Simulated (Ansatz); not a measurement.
Ti (hcp, Mg type)

```
Ti
1.0
    2.90040     0.00000     0.00000
   -1.45020     2.51182     0.00000
    0.00000     0.00000     4.59020
Ti
2
Cartesian
  0.00000   1.67455   3.44265
  1.45020   0.83727   1.14755
```

The slice is a (1 -1 0 0) plane (indices of the conventional cell) through the point (0.333, 0.667, 0.750) (fractional), spanned by u = [110] and v = [001] in vectors of this cell: u (2.90 Å) and v (4.59 Å, at 90° to u). It covers one period; positions are fractions (u, v).

Calculation: PBEsol (plane waves to 420 eV, PAW, scalar-relativistic; Ansatz, an electronic-structure program). k mesh 18×18×10. These are valence fields of a PAW run, semicore shells included where kept as valence: close to a nucleus they are smooth pseudo fields. The PAW data are Ansatz's earlier set. Ti is run without spin polarisation. Ti was relaxed with its symmetry unable to fall.

Three fields on this plane, each scaled to ten steps between its own extremes (0 low, 9 high; the total valence density on a logarithmic scale, the potential cut 8 eV below its top; x marks points blanked near nuclei; v = 0 in the bottom row):

Map A
```
|xxxxxx3663xxxxx|
|xxxxx057750xxxx|
|xxxxx268862xxxx|
|xxxx15788751xxx|
|xx024689986420x|
|334567888876543|
|777776666667777|
|998765433456789|
|998752000025789|
|998630xxxx03689|
|99751xxxxxx1579|
|99750xxxxxx0579|
|99751xxxxxx1579|
|998630xxxx03689|
|998752000025789|
|998765433456789|
|777776666667777|
|334567888876543|
|xx024689986420x|
|xxxx15788751xxx|
|xxxxx268862xxxx|
|xxxxx057750xxxx|
|xxxxxx3663xxxxx|
|xxxxxx3663xxxxx|
```

Map B
```
|xxxxxx0220xxxxx|
|xxxxx013310xxxx|
|xxxxx024420xxxx|
|xxxx00355300xxx|
|xx000245542000x|
|111123344332111|
|444432111123444|
|876420000002467|
|997310000001379|
|996200xxxx00269|
|99620xxxxxx0269|
|99520xxxxxx0259|
|99620xxxxxx0269|
|996200xxxx00269|
|997310000001379|
|876420000002467|
|444432111123444|
|111123344332111|
|xx000245542000x|
|xxxx00355300xxx|
|xxxxx024420xxxx|
|xxxxx013310xxxx|
|xxxxxx0220xxxxx|
|xxxxxx0220xxxxx|
```

Map C
```
|xxxxxx3113xxxxx|
|xxxxx820028xxxx|
|xxxxx410014xxxx|
|xxxx62000026xxx|
|xx952000000259x|
|653200000000235|
|322100011000122|
|222112333321122|
|222234799743222|
|333358xxxx85333|
|33347xxxxxx7433|
|33458xxxxxx8543|
|33347xxxxxx7433|
|333358xxxx85333|
|222234799743222|
|222112333321122|
|322100011000122|
|653200000000235|
|xx952000000259x|
|xxxx62000026xxx|
|xxxxx410014xxxx|
|xxxxx820028xxxx|
|xxxxxx3113xxxxx|
|xxxxxx4114xxxxx|
```

Question: Assign the maps to these fields: electron localisation function (ELF); valence electron density; electrostatic potential energy of an electron, from the cell's mean.

Answer: A is the electrostatic potential energy of an electron, from the cell's mean; B is the electron localisation function (ELF); C is the valence electron density.
